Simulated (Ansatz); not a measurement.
A geometry of PtSe₂ away from equilibrium: step 2 of the relaxation of a generated cell, PtSe2 placed in the cotunnite structure type. These are PBE (plane waves to 420 eV, PAW, scalar-relativistic; Ansatz, a quantum-chemistry and plane-wave program) values and carry that method's errors. Γ-centred k-mesh 3×5×3 on the run's cell (coarser than for final values), Fermi–Dirac smearing 0.05 eV. The plane waves were selected for a different cell earlier on the path.

```yaml
crystal:
  lattice:
    - [6.84023, 0.00000, 0.00000]
    - [0.00000, 4.04688, 0.00000]
    - [0.00000, 0.00000, 8.16276]
  atoms:
    - { symbol: Pt, position: [0.73529, 0.25000, 0.58447] }
    - { symbol: Pt, position: [0.23529, 0.25000, 0.91553] }
    - { symbol: Pt, position: [0.26471, 0.75000, 0.41553] }
    - { symbol: Pt, position: [0.76471, 0.75000, 0.08447] }
    - { symbol: Se, position: [0.63200, 0.25000, 0.91046] }
    - { symbol: Se, position: [0.13200, 0.25000, 0.58954] }
    - { symbol: Se, position: [0.36800, 0.75000, 0.08954] }
    - { symbol: Se, position: [0.86800, 0.75000, 0.41046] }
    - { symbol: Se, position: [0.49833, 0.25000, 0.34392] }
    - { symbol: Se, position: [0.99833, 0.25000, 0.15608] }
    - { symbol: Se, position: [0.50167, 0.75000, 0.65608] }
    - { symbol: Se, position: [0.00167, 0.75000, 0.84392] }
```

Problem. Give the Cartesian forces on all atoms (eV/Å).

Solution. 
```csv
atom,Fx,Fy,Fz
Pt1,-0.12,0.00,-0.45
Pt2,-0.12,0.00,0.45
Pt3,0.12,0.00,0.45
Pt4,0.12,0.00,-0.45
Se5,-0.09,0.00,-0.31
Se6,-0.09,0.00,0.31
Se7,0.09,0.00,0.31
Se8,0.09,0.00,-0.31
Se9,-0.71,0.00,-0.27
Se10,-0.71,0.00,0.27
Se11,0.71,0.00,0.27
Se12,0.71,0.00,-0.27
```

The path ends in Cmce (No. 64). No spin polarisation in the result. No dispersion correction is included, so spacings between layers, chains or molecules are soft and tend to come out too large.

The run could not lose the symmetry of its start, so the end can be a saddle point.

The end of the path is a generated cell of PtSe2: the first start was made by placing the elements on the sites of a structure type, and the end was not matched to a known phase here, so it may be hypothetical. Known forms of PtSe2 include space group No. 164.
